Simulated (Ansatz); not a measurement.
## PdGe (rocksalt structure)

The computed numbers are results of PBEsol, scalar-relativistic (no spin polarisation) in the plane-wave PAW code Ansatz at 420 eV, 10×10×10 k-mesh, Gaussian smearing of 0.05 eV; PAW files: Ansatz's generated set soft_2.

```
Pd Ge
1.0
     0.00000    2.56507    2.56507
     2.56507    0.00000    2.56507
     2.56507    2.56507    0.00000
Pd Ge
1 1
Direct
  0.50000 0.50000 0.50000
  0.00000 0.00000 0.00000
```

The start was a prototype's sites filled with these elements. The Crystallography Open Database lists the compound in space group Pnma, so this is a trial structure.

The cell above was scaled in volume, its shape and atoms being fixed by the lattice's symmetry. Energies are counted from the cell above.

| V (Å³/atom) | ΔE (meV/atom) | P from the stress (GPa) |
| --- | --- | --- |
| 16.202 | 11.85 | 5.86 |
| 16.540 | 2.84 | 2.75 |
| 16.877 | 0.00 | 0.00 |
| 17.215 | 2.65 | -2.44 |
| 17.552 | 10.15 | -4.60 |

Question: Do the energies and the pressures agree? Compare −ΔE/ΔV between neighbouring points (1 meV/Å³ = 0.1602 GPa) with the mean of their pressures.

Answer: 
```tsv
interval (Å³/atom)	−ΔE/ΔV (GPa)	mean P (GPa)
16.20 to 16.54	4.3	4.3
16.54 to 16.88	1.3	1.4
16.88 to 17.21	-1.3	-1.2
17.21 to 17.55	-3.6	-3.5
```
They differ by 0.04 GPa at most.

Question: What do the two routes give for V0, B0 and B0′?

Answer: A third-order Birch–Murnaghan fit of the energies: V0 = 16.88 Å³/atom, B0 = 130 GPa, B0′ = 5.0. A polynomial of P in ln V, with B = −dP/d ln V at P = 0: V0 = 16.88 Å³/atom, B0 = 130 GPa, B0′ = 5.0.

B0·V0 = 129.9 GPa × 16.88 Å³ = 13.68 eV/atom sets the scale: near the minimum ΔE ≈ ½ B0 V0 x², with x = V/V0 − 1, and a pressure of 1.3 GPa squeezes the volume by about 1 %. At the ends of the curve: x = −4.0 % predicts 10.9 meV/atom and the run gives 11.8; x = +4.0 % predicts 11.0 meV/atom and the run gives 10.1. The curve is steeper than the parabola on the compressed side and flatter on the expanded side: the bulk modulus rises with pressure. The run is a metal.
